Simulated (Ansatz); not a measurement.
CaZrN2:
```xyz
4
Lattice="1.6430 0.9486 5.5558 -1.6430 0.9486 5.5558 0.0000 -1.8972 5.5558" Properties=species:S:1:pos:R:3 pbc="T T T"
Ca     0.0000     0.0000     0.0000
Zr     0.0000     0.0000     8.3337
N      0.0000     0.0000     3.9757
N      0.0000     0.0000    12.6917
```

Relaxed with PBEsol.

### Question
Give the optical modes at the zone centre with their infrared activity from DFPT, DFT-PBEsol in the program Ansatz with PAW potentials.

### Answer
Transverse frequencies, without the LO–TO term; a row sums one degenerate level.

| ω (cm⁻¹) | degeneracy | IR ((D/Å)²/amu) | activity | symmetry |
|---|---|---|---|---|
| 146 | 2 | 46.74 | IR | Eu |
| 240 | 2 | 116.22 | IR | Eu |
| 282 | 1 | 45.60 | IR | A2u |
| 394 | 1 | 8.91 | IR | A2u |
| 439 | 2 | 0.00 | IR-inactive | Eg |
| 603 | 1 | 0.00 | IR-inactive | A1g |

### Question
How high does the top mode go among those that the LO–TO term moves?

### Answer
581 cm⁻¹ for q along x, 581 cm⁻¹ for q along y, 581 cm⁻¹ for q along z.

Space group R-3m. The workflow started from a Materials Project entry (that database holds measured and hypothetical structures alike); the Crystallography Open Database copy checked does not list it. Whether it is the stable phase at ambient conditions was not checked. Symmetry was held in the PBEsol relaxation; of distortions, only those at the zone centre were tested. The run is not spin-polarised.

Potentials: the later of the program's two PAW sets.
